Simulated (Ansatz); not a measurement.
Ba3MgTa2O9:
```cif
data_Ba3MgO9Ta2
_chemical_formula_sum 'Ba3 Mg1 Ta2 O9'
_space_group_name_H-M_alt 'P-3m1'
_space_group_IT_number 164
_space_group_name_Hall '-P 3 2"'
_cell_length_a 5.75062
_cell_length_b 5.75062
_cell_length_c 7.06747
_cell_angle_alpha 90.000
_cell_angle_beta 90.000
_cell_angle_gamma 120.000
loop_
_atom_site_label
_atom_site_type_symbol
_atom_site_symmetry_multiplicity
_atom_site_Wyckoff_symbol
_atom_site_fract_x
_atom_site_fract_y
_atom_site_fract_z
_atom_site_occupancy
Ba1 Ba 2 d 0.66667 0.33333 0.33671 1
Ba2 Ba 1 a 0.00000 0.00000 0.00000 1
Mg1 Mg 1 b 0.00000 0.00000 0.50000 1
Ta1 Ta 2 d 0.33333 0.66667 0.17683 1
O1 O 6 i 0.17118 0.34236 0.32530 1
O2 O 3 e 0.00000 0.50000 0.00000 1
```

Relaxed with PBEsol.

**Question.** Which orbitals make up the states near the band edges in DFT-PBEsol in the program Ansatz with PAW potentials?

**Answer.** Top 1 eV of the valence band: O 2p 95 %. Bottom 1 eV of the conduction band: Ta 5d 68 %, O 2p 21 %, outside the projected shells 10 %. Projections are on Löwdin-orthogonalised atomic valence shells; empty p or d shells of many metals are not among them.

**Question.** Tabulate the density of states.

**Answer.** States/eV per cell of 15 atoms, in 0.25 eV bins, energy from the valence-band maximum.

```csv
E (eV),total,O 2p,Ta 5d,Ba 6s
-7.85,0.00,0.00,0.00,0.00
-7.60,0.00,0.00,0.00,0.00
-7.35,0.00,0.00,0.00,0.00
-7.10,0.00,0.00,0.00,0.00
-6.85,0.00,0.00,0.00,0.00
-6.60,0.00,0.00,0.00,0.00
-6.35,0.00,0.00,0.00,0.00
-6.10,0.00,0.00,0.00,0.00
-5.85,0.00,0.00,0.00,0.00
-5.60,0.00,0.00,0.00,0.00
-5.35,0.00,0.00,0.00,0.00
-5.10,0.00,0.00,0.00,0.00
-4.85,2.59,1.89,0.25,0.01
-4.60,5.41,3.89,0.71,0.03
-4.35,10.00,7.35,1.46,0.06
-4.10,7.04,4.84,1.76,0.05
-3.85,3.81,2.53,0.91,0.11
-3.60,8.40,5.83,1.71,0.18
-3.35,7.07,5.04,1.29,0.13
-3.10,9.65,6.80,1.96,0.11
-2.85,18.70,13.58,3.55,0.07
-2.60,14.08,10.51,2.42,0.04
-2.35,11.61,9.19,1.43,0.05
-2.10,8.83,7.65,0.44,0.04
-1.85,10.51,9.38,0.24,0.13
-1.60,12.29,11.09,0.15,0.18
-1.35,12.66,11.61,0.14,0.14
-1.10,14.97,13.91,0.17,0.10
-0.85,18.29,17.13,0.20,0.08
-0.60,18.91,17.95,0.15,0.05
-0.35,14.05,13.49,0.07,0.02
-0.10,7.13,6.97,0.01,0.00
0.15,0.00,0.00,0.00,0.00
0.40,0.00,0.00,0.00,0.00
0.65,0.00,0.00,0.00,0.00
0.90,0.00,0.00,0.00,0.00
1.15,0.00,0.00,0.00,0.00
1.40,0.00,0.00,0.00,0.00
1.65,0.00,0.00,0.00,0.00
1.90,0.00,0.00,0.00,0.00
2.15,0.00,0.00,0.00,0.00
2.40,0.00,0.00,0.00,0.00
2.65,0.00,0.00,0.00,0.00
2.90,0.00,0.00,0.00,0.00
3.15,0.00,0.00,0.00,0.00
3.40,0.19,0.03,0.14,0.01
3.65,3.22,0.58,2.23,0.06
3.90,5.46,1.10,3.74,0.07
4.15,4.20,0.93,2.82,0.04
4.40,4.49,1.04,2.93,0.05
4.65,5.60,1.33,3.54,0.08
4.90,2.82,0.62,1.67,0.09
5.15,16.21,3.93,9.37,0.34
5.40,6.76,1.70,3.76,0.12
5.65,1.19,0.10,0.21,0.01
5.90,1.37,0.07,0.12,0.02
6.15,1.74,0.09,0.12,0.03
6.40,2.25,0.13,0.16,0.05
6.65,4.34,0.22,0.27,0.21
6.90,7.26,0.39,0.60,0.32
7.15,9.70,0.50,1.00,0.53
7.40,10.90,0.61,0.94,1.06
7.65,11.90,0.66,0.96,1.44
7.90,10.29,0.62,0.75,0.93
8.15,8.37,0.42,0.67,0.41
```

The first step of the workflow began from a Materials Project structure, measured or hypothetical; the Crystallography Open Database files this formula in space group No. 164, but the cells were not matched. Whether it is the stable phase at ambient conditions was not checked. Symmetry was held in the PBEsol relaxation; whether a distortion lowers the energy is not shown. The run is not spin-polarised. Scalar-relativistic: spin–orbit coupling is off unless named, which matters more the heavier the elements.

Potentials: the later of the program's two PAW sets.
